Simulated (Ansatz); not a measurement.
CsPbBr$_{3}$:
```
CsPbBr3
1.0
    5.99878     0.00000     0.00000
    0.00000     5.99878     0.00000
    0.00000     0.00000     5.99878
Cs Pb Br
1 1 3
Cartesian
  0.00000   0.00000   0.00000
  2.99939   2.99939   2.99939
  2.99939   2.99939   0.00000
  0.00000   2.99939   2.99939
  2.99939   0.00000   2.99939
```

Relaxed with PBE. Special points in fractions of this cell's reciprocal vectors: Γ (0.000, 0.000, 0.000); X (0.000, 0.500, 0.000); M (0.500, 0.500, 0.000); R (0.500, 0.500, 0.500).

Problem. List the band energies nearest the valence-band maximum at these points for plane-wave PAW PBE (Ansatz code).

Solution. In eV from the valence-band maximum; about four levels below and three above (degenerate sets whole), none deeper than 8.9 eV; points with the same levels are listed once.

| k | below | above |
|---|---|---|
| Γ | -1.75 -1.75 -1.75 -1.66 -1.66 -1.66 | 3.28 4.48 4.48 |
| X | -1.86 -1.74 -1.74 -1.22 | 2.69 4.67 5.29 |
| M | -1.94 -1.94 -1.92 -1.33 -0.60 | 2.26 2.26 4.92 |
| R | -1.32 -1.32 -1.32 0.00 | 1.78 1.78 1.78 |

Space group Pm-3m (cubic perovskite). This is a known high-temperature phase of the composition, computed here at zero pressure and temperature. Symmetry was held in the PBE relaxation; of distortions, only those at the zone centre were tested. Spin–orbit coupling is left out wherever it is not named.

Potentials: the later of the program's two PAW sets.
